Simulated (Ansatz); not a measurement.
In₂Co₃S₂ in space group R-3m (No. 166; In on 3b, In on 3a, Co on 9d, S on 6c) under volume change, the program Ansatz at the PBEsol level (PAW), shape and atoms relaxed at each volume.

| V (Å³/atom) | E − E(relaxed) (meV/atom) | P (GPa) |
|---|---|---|
| 13.768 | 51.7 | 13.46 |
| 14.222 | 21.4 | 8.09 |
| 14.676 | 5.0 | 3.65 |
| 15.130 | 0.0 | 0.00 |
| 15.584 | 4.4 | -2.99 |
| 16.038 | 16.4 | -5.42 |
| 16.492 | 34.6 | -7.37 |

Q: What does a third-order Birch–Murnaghan fit give for V₀, B₀ and B′?

A: V₀ = 15.13 Å³/atom, B₀ = 109 GPa, B′ = 5.6.

The first step of the workflow began from a Materials Project structure, measured or hypothetical; the Crystallography Open Database files this formula in space group No. 166, but the cells were not matched. Whether it is the stable phase at ambient conditions was not checked. The PBEsol relaxation kept the symmetry of its start; whether a distortion lowers the energy is not shown. The workflow began spin-polarised and lost its moments.

Potentials: the later of the program's two PAW sets.
